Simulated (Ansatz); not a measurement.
# IrC3: forces and stress of a distorted cell

Cell: IrC3 placed on the sites of the ReO3 structure (a generated, not necessarily known, phase), then sheared and rattled.

Method: DFT, PBE, all-electron full-potential LAPW, scalar-relativistic, point nucleus (Ansatz 0.2 development build). Sampling: 2×2×2 (half-step shift) mesh with 0.15 eV Fermi–Dirac smearing (a coarse mesh, not converged over the zone). For a metal, stress, forces and moments on so few k-points can be far from the converged ones. The run is spin-unpolarised. The cell's electron count is odd, so a run with spin could end lower.

```
CELL_PARAMETERS angstrom
4.01633 -0.06659 -0.22246
-0.06659 4.15203 0.22287
-0.22246 0.22287 4.17268
ATOMIC_POSITIONS crystal
Ir 0.04639 0.32009 0.69449
C 0.55000 0.31850 0.70957
C 0.05768 0.80770 0.70221
C 0.03962 0.32894 0.19373
```

Problem. Predict the output of the run.

Solution. 
Forces in eV/Å:
```
Ir1   0.332  0.068 -0.237
C2    0.106 -0.274 -0.114
C3   -0.238  0.341  0.125
C4   -0.199 -0.136  0.227
```

Stress xx yy zz yz xz xy in GPa, positive in compression: -5.26 -10.30 -11.81 2.11 -2.36 -1.98.

```yaml
All-electron_E_−_TS_for_this_scheme: -488218.388 eV
Pressure: -9.12 GPa
Largest_force: 0.435 eV/Å
```

Problem. Repeat with r2SCAN by all-electron PAW datasets generated for the cell without frozen cores, scalar-relativistic, point nucleus.

Solution. Beside PBE, the pressure drops by 2.18 GPa to -11.30 GPa, and the forces move by 0.047 eV/Å (r.m.s. over the atoms).

Forces (eV/Å): Ir1 (0.344, 0.094, -0.297); C2 (0.134, -0.268, -0.083); C3 (-0.255, 0.307, 0.153); C4 (-0.222, -0.133, 0.227).

Problem. The same cell and mesh under LDA (PW92) by all-electron full-potential LAPW, scalar-relativistic, point nucleus: what changes?

Solution. Relative to PBE, the pressure goes down by 5.81 GPa to -14.93 GPa, and the forces move by 0.036 eV/Å (r.m.s. over the atoms).

| atom | Fx (eV/Å) | Fy (eV/Å) | Fz (eV/Å) |
| --- | --- | --- | --- |
| Ir1 | 0.312 | 0.115 | -0.228 |
| C2 | 0.118 | -0.272 | -0.116 |
| C3 | -0.231 | 0.292 | 0.122 |
| C4 | -0.200 | -0.135 | 0.222 |
